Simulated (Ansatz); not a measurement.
## Hf₃ZrS₈ (P-3m1) at 2 levels of theory

One geometry, relaxed with PBE; plane waves with PAW potentials in Ansatz, scalar-relativistic. No spin polarisation. Gaps are the least over mesh and band path; pressure is positive in compression.

```xyz
12
Lattice="3.6598 0.0000 0.0000 -1.8299 3.1695 0.0000 0.0000 0.0000 27.2053" Properties=species:S:1:pos:R:3 pbc="T T T"
Zr    0.0000    0.0000    0.0000
Hf    0.0000    0.0000    6.7844
Hf    0.0000    0.0000   13.6027
Hf    0.0000    0.0000   20.4210
S     1.8299    1.0565    5.3415
S     1.8299    1.0565   12.1598
S     1.8299    1.0565   18.9781
S     1.8299    1.0565   25.7450
S     0.0000    2.1130    1.4603
S     0.0000    2.1130    8.2273
S     0.0000    2.1130   15.0455
S     0.0000    2.1130   21.8638
```

| level | cutoff (eV) | k mesh | gap (eV) | pressure (GPa) |
| --- | --- | --- | --- | --- |
| PBE | 420 | 12×12×1 | 1.11 | 0.0 |

Q: What comes out on the same cell with PBEsol?

A:
```json
{"level": "PBEsol", "cutoff (eV)": "420", "k mesh": "12×12×1", "gap (eV)": "1.04", "pressure (GPa)": "-2.6"}
```

Spin-orbit coupling matters for the bands of heavy elements and is left out. The cell holds layers, chains or molecules and no dispersion correction was added, so their binding is poorly described.

The structure comes from a generated guess; another structure or a mixture of phases may lie lower.
